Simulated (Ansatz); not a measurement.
Clean, relaxed (100) surface of Ca, space group Fm-3m (No. 225) (top face towards +c; atoms held fixed, by place in the list: 1):

```xyz
3
Lattice="3.8570 0.0000 0.0000 0.0000 3.8570 0.0000 0.0000 0.0000 22.4546" Properties=species:S:1:pos:R:3 pbc="T T T"
Ca    1.9285    1.9285    8.5000
Ca    0.0000    0.0000   11.1460
Ca    1.9285    1.9285   13.7935
```

The calculation used Ansatz 0.2.0, DFT PBEsol, scalar-relativistic, plane waves, PAW. Cutoff 420 eV; k points 8×8×1 on the computed 3-atom cell (Γ-centred); Gaussian smearing, width 0.10 eV; no spin polarisation. The cell repeats along c with a dipole correction in the vacuum.

E_ads counts from the clean slab and the free adsorbate (spin-polarised where it has unpaired electrons); negative means bound. With the adsorbate the cell is lengthened along c to keep the vacuum.

(1) C (atom) is put on the top face (one adsorbate per 14.9 Å²) at each of these sites and relaxed. Order them from strongest to weakest binding.
A. bridge (Ca-Ca) at (0.00, 0.50)
B. hollow (Ca-Ca) at (0.00, 0.00)
C. top (Ca) at (0.50, 0.50)

Each end is the local minimum or symmetric point that its start leads to. The slab is only 5.5 Å thick, so the energies aren't converged with thickness.

The adsorbed runs have no spin polarisation, so weakly bound open-shell ends lie too high.

## Answers

(1) B (-6.20 eV), A (-3.03 eV), C (-1.39 eV).